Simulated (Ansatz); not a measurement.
Ansatz input

```yaml
crystal:
  lattice:
    - [0.0, 3.6348427211, 3.6348427211]
    - [3.6348427211, 0.0, 3.6348427211]
    - [3.6348427211, 3.6348427211, 0.0]
  atoms:
    - { symbol: Te, position: [0.125, 0.125, 0.125] }
    - { symbol: Te, position: [0.875, 0.875, 0.875] }
hamiltonian:
  xc: lda
  pseudopotentials:
    kind: paw
    azcp:
      Te: "pseudopotentials/Te.paw.azcp"
basis:
  ecutwfc: 420
  fft_grid_basis: typed
kpoints:
  mp_grid: { grid: [9, 9, 9], shift: [0, 0, 0] }
magnetization:
  spin_polarized: false
scf:
  occupations: { method: fermi_dirac, width: 0.1 }
  lower_state_search: "off"
output:
  stress: true
  write_density: true
  write_potential: true
  elf: true
  volumetric_format: npy
```

and its output:

```
Warning: the record states the generating functional pbe (its physics header spells it `PBE`), which answers neither for hamiltonian.xc's functional nor for the lda family's — results may be inconsistent (PPs are generated against a specific XC)
Engine: ansatz 0.2.0, aarch64-unknown-linux-gnu
Pseudopotentials: kind: paw
Pseudopotential: Te, paw, valence charge 16, recommended cutoff 420 eV (normal) 
Functional definition: SPW92
  exchange = slater_x
  correlation = pw_c
Crystal: 2 atoms, lattice volume = 96.048 Å³
Basis set: ecut = 420 eV, 1893 PW (Γ)
Bands: 20, of which v1, the nominal top of the filled ones, is band 16 counted from 1 (15 counted from 0)
Symmetry: 48 space group operations
Space group: Fd-3m (ITA 227), of the structure as read, at distance tolerance 4.6e-5 Å
k-points: 35 of 729
Non-local potential: Te, projectors of the file, l = 0: 2, l = 1: 2, l = 2: 2, l = 3: 2
PAW form: soft (Blöchl's): semilocal exchange-correlation on the pseudo side does not see the compensation charge
PAW frozen core: Te, regenerated for the run's functional, and the local potential with it (the file was generated under x = pbe(κ = 0.804, μ = 0.2195149727645171), c = pbe(β = 0.06672455060314922))
PAW one-centre angular grid: Te, 590 points (default); XC on 64 Gauss nodes
Initial density: superposition of atomic densities (neutral atoms: chi_scale 0, normalization atom), corrected by the library's trained network
Initial wavefunctions: pseudopotential atomic-orbital guess
Functional: x = slater, c = lda
SCF iter   1: F=—  HF=-13653.269952 eV  |F-HF|=—  |Δ(HF+E_count)|=         —  Δρ=3.77e-3  dr2=6.43e-3  ethr=1.77e-3  ⟨swp⟩=6.5  Hψ=3522  notcnv=0
SCF iter   2: F=—  HF=-13653.266441 eV  |F-HF|=—  |Δ(HF+E_count)|=   3.51e-3  Δρ=5.31e-4  dr2=2.35e-4  ethr=2.01e-5  ⟨swp⟩=2.9  Hψ=1613  notcnv=0
SCF iter   3: F=—  HF=-13653.266362 eV  |F-HF|=—  |Δ(HF+E_count)|=   7.89e-5  Δρ=2.05e-4  dr2=2.13e-5  ethr=7.35e-7  ⟨swp⟩=2.0  Hψ=1278  notcnv=0
SCF iter   4: F=—  HF=-13653.266349 eV  |F-HF|=—  |Δ(HF+E_count)|=   1.29e-5  Δρ=5.11e-5  dr2=1.37e-6  ethr=6.64e-8  ⟨swp⟩=2.0  Hψ=1268  notcnv=0
SCF iter   5: F=—  HF=-13653.266349 eV  |F-HF|=—  |Δ(HF+E_count)|=   4.74e-7  Δρ=1.32e-5  dr2=1.02e-7  ethr=4.30e-9  ⟨swp⟩=2.0  Hψ=1275  notcnv=0
SCF iter   6: F=-13653.266349 eV  HF=-13653.266349 eV  |F-HF|=1.08e-9  |Δ(HF+E_count)|=   2.73e-8  Δρ=2.07e-6  dr2=3.42e-9  ethr=3.13e-10  ⟨swp⟩=9.7  Hψ=4431  notcnv=0
SCF 1 converged in 6 iterations: F = -13653.266349 eV  dr2 = 3.42e-9
SCF converged after 6 iterations
Free energy (F): -13653.266349 eV
Harris-Foulkes:  -13653.266349 eV  (|F-HF|=1.08e-9)
Internal energy: -13653.199490 eV  (E = F + TS)
E sigma→0 (E₀):  -13653.232919 eV
Entropy (-TS):   -0.066859 eV (-33.429 meV/atom)
Fermi energy:    4.586871 eV
--- Per-component energies (eV) ---
  E_band       = -660.530629
  E_kinetic    = 360.024760
  E_local      = -3376.821813  (includes V_loc(G=0)·N_el)
  E_nonlocal   = -610.286636
  E_hartree    = 1968.023949
  E_xc         = -245.247693
  E_vxc        = -206.382649  (∫ρ·V_xc dr)
  E_paw        = -9018.713590  (= ΣΔE_a)
  E_vpaw       = -763.110552  (= ΣTr[D̂ρ^β])
  E_aug_tail   = -0.000349  (compensation charges beyond the density's cutoff)
  E_ewald      = -2731.535439
  E_core_change = 1.357322  (= ΣΔE_core)
  E_smearing   = -0.066859  (= −TS)
  E_closure    = 0.000000  (closes the sum)
  Σ components = -13653.266349   (vs F -13653.266349, Δ=0.00e0)
--- Stress (GPa, compression-positive) ---
       -2.861929      -0.000000      -0.000000
       -0.000000      -2.861929       0.000000
       -0.000000      -0.000000      -2.861929
  P = ⅓ Tr σ = -2.8619 GPa (-28.619 kbar)
--- Band table (eV; the first three rows and the last of 35) ---
  k-point 0: bands = ["-32.5631", "-32.5631", "-32.5631", "-32.5529", "-32.5529", "-32.5285", "-32.5285", "-32.5224", "-32.5224", "-32.5224", "-8.1590", "-4.3067", "1.7775", "1.7775", "1.7775", "3.9863", "3.9863", "3.9863", "8.0670", "10.6934"]
  k-point 1: bands = ["-32.5637", "-32.5637", "-32.5626", "-32.5521", "-32.5521", "-32.5293", "-32.5293", "-32.5229", "-32.5217", "-32.5217", "-8.0974", "-4.4520", "1.6910", "1.6910", "1.7342", "4.1119", "4.1176", "4.1176", "8.3784", "10.4202"]
  k-point 2: bands = ["-32.5648", "-32.5648", "-32.5613", "-32.5504", "-32.5504", "-32.5311", "-32.5311", "-32.5243", "-32.5205", "-32.5205", "-7.9222", "-4.8256", "1.5060", "1.5060", "1.5887", "4.4091", "4.4091", "4.5502", "9.0565", "10.1870"]
  k-point 34: bands = ["-32.5693", "-32.5687", "-32.5486", "-32.5434", "-32.5426", "-32.5396", "-32.5390", "-32.5354", "-32.5164", "-32.5159", "-6.8424", "-6.3771", "0.3972", "0.6000", "3.2760", "3.8288", "5.8017", "5.8231", "9.2791", "9.5896"]
```
